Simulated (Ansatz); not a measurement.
The start is a relaxed GaN cell with every coordinate shifted by Gaussian noise of σ = 0.1 Å. Cell shape, volume and atoms are optimised at zero target pressure with r2SCAN (plane waves to 500 eV, PAW, scalar-relativistic; Ansatz, a program for electronic structure). The first steps use a coarse 9×9×9 k-mesh.

The start:
```yaml
crystal:
  lattice:
    - [0.00000, 2.24908, 2.24908]
    - [2.24908, 0.00000, 2.24908]
    - [2.24908, 2.24908, 0.00000]
  atoms:
    - { symbol: N, position: [0.83273, 0.74312, 0.77894] }
    - { symbol: Ga, position: [0.99486, 0.99517, 0.02976] }
```

Question: What pressure does the first self-consistent step give?

Answer: +8.0 GPa (positive: the cell is compressed).

Question: By how much does the energy per atom fall from start to end?

Answer: 0.25 eV/atom.

Question: What band gap does the relaxed structure have at this level?

Answer: 2.17 eV, direct at Γ (no spin-orbit coupling).

Final values are on a 13×13×13 k-mesh of the relaxed cell. No spin polarisation in the result.
